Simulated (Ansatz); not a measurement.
Task: Name crystals whose computed values (PBEsol (plane waves, PAW; program Ansatz)) fall in these windows: G_Hill (GPa) 29 to 37; B₀ by P(V) fit (GPa) 100 to 130.

Result: 

| crystal | G_Hill (GPa) | B₀ by P(V) fit (GPa) |
|---|---|---|
| Ag, dhcp (α-La type) | 34.8 | 118 |
| MgO, P4_2/mnm (Mg on 4g, O on 4f) | 36.3 | 104 |
| Ag, fcc (Cu type) | 33.9 | 118 |
Others may fit too.

Typed or built starts, not in the databases checked: MgO, P4_2/mnm (Mg on 4g, O on 4f). Not the usual ambient phase: Ag, dhcp (α-La type); MgO, P4_2/mnm (Mg on 4g, O on 4f). All cells were relaxed under the symmetry of their starts (and spin orders); stability against distortions was not tested throughout. Named crystals with no word on spin ran without spin polarisation. Scalar-relativistic: spin–orbit coupling is off unless named, which matters more the heavier the elements.

Potentials: the earlier of the program's two PAW sets. The files were generated under PBE; for other functionals the program regenerates the frozen cores, and for LDA and PBEsol the local potential too.
